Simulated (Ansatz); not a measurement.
With plane-wave PAW r²SCAN (Ansatz code), TaAg in the orthorhombic phase (Cmcm; Ta on 4c, Ag on 4c) relaxes to a = 2.686 Å, b = 11.489 Å, c = 4.529 Å. Its formation energy from the elements is 0.34 eV/atom, with no fitted shifts.

Electronic character: metallic (no gap).

Bader charges are Ta +0.49, Ag -0.49 e.

The start of the workflow was typed in or built on a structure type; neither database checked (COD, Materials Project) lists it. Whether it is the stable phase at ambient conditions was not checked. Symmetry was held in the r²SCAN relaxation; whether a distortion lowers the energy is not shown. No spin polarisation was allowed. Its formation energy is positive at this level, so the cell may be metastable or incomplete. Axis ratios of metals converge slowly with the k-mesh, so a and c are less sure than the volume. The references are the lowest solids computed at this level, not always the standard phases. Spin–orbit coupling is left out wherever it is not named.

Potentials: the later of the program's two PAW sets.
